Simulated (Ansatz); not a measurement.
In3Pd5, first-principles data

In3Pd5:
```
In3Pd5
1.0
    5.66271     0.00000     0.00000
    0.00000    11.15518     0.00000
    0.00000     0.00000     4.23645
Pd In
10 6
Direct
  0.06820   0.24391   0.00000
  0.93180   0.75609   0.00000
  0.43180   0.74391   0.00000
  0.56820   0.25609   0.00000
  0.50000   0.00000   0.00000
  0.00000   0.50000   0.00000
  0.30140   0.39050   0.50000
  0.69860   0.60950   0.50000
  0.19860   0.89050   0.50000
  0.80140   0.10950   0.50000
  0.32214   0.14271   0.50000
  0.67786   0.85729   0.50000
  0.17786   0.64271   0.50000
  0.82214   0.35729   0.50000
  0.00000   0.00000   0.00000
  0.50000   0.50000   0.00000
```

Space group Pbam (No. 55); conventional cell a = 5.663 Å, b = 11.155 Å, c = 4.236 Å, α = β = γ = 90.00°.

Method: the program Ansatz at the r²SCAN level (PAW). Structure relaxed to zero pressure with the same functional. Other levels are named where they apply.

### Cell and energy

```
Property                                                       Value
-----------------------------------------------------  -------------
Volume per atom                                             16.73 Å³
Density                                                  10.88 g/cm³
Formation energy from the elements (no fitted shifts)  -0.59 eV/atom
```

### Electronic structure

```
Item                                                                        Result
------------------------------------  --------------------------------------------
Electronic character                                             metallic (no gap)
Density of states at the Fermi level  0.38 states/eV per atom (mean over ±0.08 eV)
```

### Charges

```
Quantity                                        Value
-------------  --------------------------------------
Bader charges  Pd -0.46 to -0.39, In +0.67 to +0.73 e
```

The workflow started from an entry of the Crystallography Open Database (COD). Its standing as an ambient phase is unchecked. The cell was relaxed with r²SCAN under the symmetry of its start; whether a distortion lowers the energy is not shown. No spin polarisation was allowed. Axis ratios of metals converge slowly with the k-mesh, so a and c are less sure than the volume. The references are the lowest solids computed at this level, not always the standard phases. Spin–orbit coupling is left out wherever it is not named.

Potentials: the later of the program's two PAW sets.
